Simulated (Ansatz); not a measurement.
# Li₂CoF₄, a known structure type with other elements, at an estimated volume

```xyz
14
Lattice="3.0798 0.0000 0.0000 0.0000 8.7841 0.0000 -0.2591 0.0000 5.2048" Properties=species:S:1:pos:R:3 pbc="T T T"
Co    0.0000    0.0000    0.0000
Co   -0.1296    4.3921    2.6024
Li    1.4686    1.6040    2.2235
Li    1.4816    5.9961    0.3789
Li    1.3521    7.1802    2.9813
Li    1.3391    2.7881    4.8259
F     1.6652    3.9590    1.3631
F     1.2851    8.3511    1.2393
F     1.1556    4.8251    3.8417
F     1.5356    0.4331    3.9655
F    -0.0166    1.6883    0.7115
F     2.9669    6.0804    1.8909
F     2.8374    7.0958    4.4933
F    -0.1462    2.7038    3.3139
```

The numbers come from plane-wave PAW DFT (Ansatz): LDA, collinear spin, 420 eV, 6×2×4 Γ-centred k points, fermi-dirac occupations (width 0.1 eV). Nothing was relaxed.

Magnetic state (reached from a saved solution, and it need not be the lowest): Co1 up, Co2 down.

Problem. Which atom feels the largest force, and which way?

Solution. The largest is on F10 (and as large on other atoms): 0.89 eV/Å, components (-0.59, 0.20, -0.64). It makes 177° with the line to a nearest neighbour, Co1 at 1.84 Å, pointing away from it.

Problem. Is the cell too large or too small?

Solution. The pressure is -3.7 GPa (compression positive), so with the atoms held at these fractions the cell would first shrink; the forces are large, so a full relaxation may end otherwise. The principal stresses -7.2, -2.9, -0.9 GPa differ, so its shape would change too.

Problem. Is it stable against the elements?

Solution. -2.40 eV an atom against the elements' usual phases (free molecules for gases, crystals otherwise, with no correction for O₂ or N₂), so it is bound against them; other compounds may still compete. Relaxing would lower it.

Problem. What do density and ELF say about some of the short contacts?

Solution. Co–F at 1.83 Å: least valence density 0.74 e/Å³ and ELF 0.12 there. Li–F at 2.10 Å: least valence density 0.11 e/Å³ and ELF 0.02 there, a closed-shell (ionic or weak) contact. Both are smooth PAW fields, read partly inside the augmentation spheres.

Problem. Is there a gap, and of what kind?

Solution. The gap is 0.43 eV, indirect or between spins (the least direct gap found is 0.45 eV). A semilocal functional usually gives too small a gap.

Origin: a known structure type with other elements, at an estimated volume, so it need not be a known compound. Caveats: gaps of Fe, Co and Ni magnets come out low on these datasets.
